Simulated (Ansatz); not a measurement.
YAl2Ge2 in space group P-3m1 (No. 164; Y on 1a, Al on 2d, Ge on 2d), PBE in the plane-wave PAW code Ansatz, all energies at zero smearing, with the estimated change up to a 700 eV cutoff added, with one set of potentials and settings (totals compare only within such a set). Cell of 5 atoms (1 Y, 2 Al, 2 Ge): -13515.764 eV.

```csv
element,reference phase,E (eV/atom)
Y,"P6_3/mmc, 2 atoms in the cell",-3848.6668
Al,"Fm-3m, 1 atoms in the cell",-537.5049
Ge,"Fd-3m, 2 atoms in the cell",-4294.9847
```

Formation energy per atom, worked out: (-13515.764 − 1×(-3848.6668) − 2×(-537.5049) − 2×(-4294.9847))/5 = -0.424 eV/atom (-41 kJ per mol of atoms), at 0 K, without zero-point energy or fitted corrections.

The first step of the workflow began from a Materials Project structure, measured or hypothetical; the Crystallography Open Database files this formula in space group No. 164, but the cells were not matched. Whether it is the stable phase at ambient conditions was not checked. The cell was relaxed with PBE under the symmetry of its start; its stability against distortions is not shown here. The run is not spin-polarised. The references are the lowest solids computed at this level, not always the standard phases.

Potentials: the later of the program's two PAW sets.
